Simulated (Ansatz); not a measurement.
BN in space group P4_2/mnm (No. 136; B on 4f, N on 4g) at seven volumes, the program Ansatz at the r²SCAN level (PAW), shape and atoms relaxed at each. One row is withheld.

```tsv
V (Å³/atom)	P (GPa)
5.598	?
5.783	25.33
5.967	11.78
6.152	0.00
6.336	-10.25
6.521	-19.18
6.705	-26.95
```

**Question.** Fit the shown pressures and predict the withheld one.

**Answer.** P = (3/2)B₀(x^(7/2) − x^(5/2))[1 + (3/4)(B′ − 4)(x − 1)] with x = (V₀/V)^(2/3). Least squares on the six rows gives V₀ = 6.152 Å³/atom, B₀ = 366 GPa, B′ = 3.64. At V = 5.598, x = 1.0649 and P = 40.99 GPa. The run itself gave 40.92 GPa.

The start of the workflow was typed in or built on a structure type; the Crystallography Open Database copy checked does not list it. It is not the phase usual at ambient conditions (space group No. 186, 194, 216). The cell was relaxed with r²SCAN under the symmetry of its start; its stability against distortions is not shown here.

Potentials: the later of the program's two PAW sets.
